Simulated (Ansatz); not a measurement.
Nb:
```
Nb
1.0
   -1.63503     1.63503     1.63503
    1.63503    -1.63503     1.63503
    1.63503     1.63503    -1.63503
Nb
1
Direct
  0.00000   0.00000   0.00000
```

Relaxed with PBEsol. Special points in fractions of this cell's reciprocal vectors: Γ (0.000, 0.000, 0.000); H (0.500, -0.500, 0.500); N (0.000, 0.000, 0.500); P (0.250, 0.250, 0.250).

Question: List the band energies nearest the Fermi level at these points for DFT-PBEsol in the program Ansatz with PAW potentials.

Answer: In eV from the Fermi level; about four levels below and three above (degenerate sets whole), none deeper than 8.9 eV; … stands for higher levels left out; points with the same levels are listed once.

```csv
k,below,above
Γ,-5.98,0.36 0.36 0.36
H,-3.91 -3.91,…
N,-3.85 -1.75,2.45 3.42 …
P,-1.10 -1.10 -1.10,…
```

Space group Im-3m (bcc (W type)). Symmetry was held in the PBEsol relaxation. No spin polarisation was allowed. Scalar-relativistic: spin–orbit coupling is off unless named, which matters more the heavier the elements.

Potentials: the later of the program's two PAW sets.
